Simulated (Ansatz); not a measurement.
One crystal and one scan (energy against volume) at two levels, PBE (plane waves to 420 eV, PAW, scalar-relativistic; Ansatz, a program for electronic structure) and r2SCAN (plane waves to 500 eV, PAW, scalar-relativistic; Ansatz), each from its own relaxed cell and on its own mesh. The cell shown is that of PBE.

HfO$_{2}$ (fluorite)

```
CELL_PARAMETERS angstrom
      0.00000     2.54880     2.54880
      2.54880     0.00000     2.54880
      2.54880     2.54880     0.00000
ATOMIC_POSITIONS crystal
  Hf 0.00000 0.00000 0.00000
  O  0.25000 0.25000 0.25000
  O  0.75000 0.75000 0.75000
```

This relaxed cell (volume V₀) is scaled evenly in all directions, its shape held. Symmetry pins the atoms to their sites.

The energy includes the smearing's −TS. HfO2 is run without spin polarisation. HfO2 was relaxed with its symmetry unable to fall. Spin-orbit coupling is left out, though Hf is heavy. This is a high-temperature form of HfO2. Percentages come from the unrounded values. Both scans cover V/V₀ from 0.900 to 1.100.

Results of PBE:

| Quantity | Result |
|---|---|
| Lattice constant a (Å) | 5.098 |
| Band gap of the relaxed cell, no spin-orbit coupling (eV) | 3.75 |
| Pressure at the smallest volume (GPa) | 32.3 |
| Energy cost of the largest compression (meV/atom) | 101.6 |
| Energy cost of the largest expansion (meV/atom) | 71.8 |
| Bulk modulus B₀ (third-order Birch-Murnaghan fit) (GPa) | 245.8 |
| Pressure for 5 % compression (fit) (GPa) | 14.0 |

What does r2SCAN give for the same quantities?


```json
[
 {"quantity": "Lattice constant a (Å)", "r2SCAN": "5.058", "PBE − r2SCAN": "+0.040 (+0.8 %)"},
 {"quantity": "Band gap of the relaxed cell, no spin-orbit coupling (eV)", "r2SCAN": "4.30", "PBE − r2SCAN": "-0.55 (-13 %)"},
 {"quantity": "Pressure at the smallest volume (GPa)", "r2SCAN": "35.5", "PBE − r2SCAN": "-3.2 (-9.0 %)"},
 {"quantity": "Energy cost of the largest compression (meV/atom)", "r2SCAN": "109.2", "PBE − r2SCAN": "-7.6 (-7.0 %)"},
 {"quantity": "Energy cost of the largest expansion (meV/atom)", "r2SCAN": "77.3", "PBE − r2SCAN": "-5.5 (-7.2 %)"},
 {"quantity": "Bulk modulus B₀ (third-order Birch-Murnaghan fit) (GPa)", "r2SCAN": "270.7", "PBE − r2SCAN": "-24.9 (-9.2 %)"},
 {"quantity": "Pressure for 5 % compression (fit) (GPa)", "r2SCAN": "15.5", "PBE − r2SCAN": "-1.5 (-9 %)"}
]
```

PBE gives the higher value for: lattice constant a. PBE gives the lower value for: band gap of the relaxed cell, no spin-orbit coupling; pressure at the smallest volume; energy cost of the largest compression; energy cost of the largest expansion; bulk modulus B₀; pressure for 5 % compression. Neither level is exact: the differences show how much the result hangs on the functional.

(A scan under strain: stresses follow from slopes of the energy per volume, elastic moduli from its curvatures.)
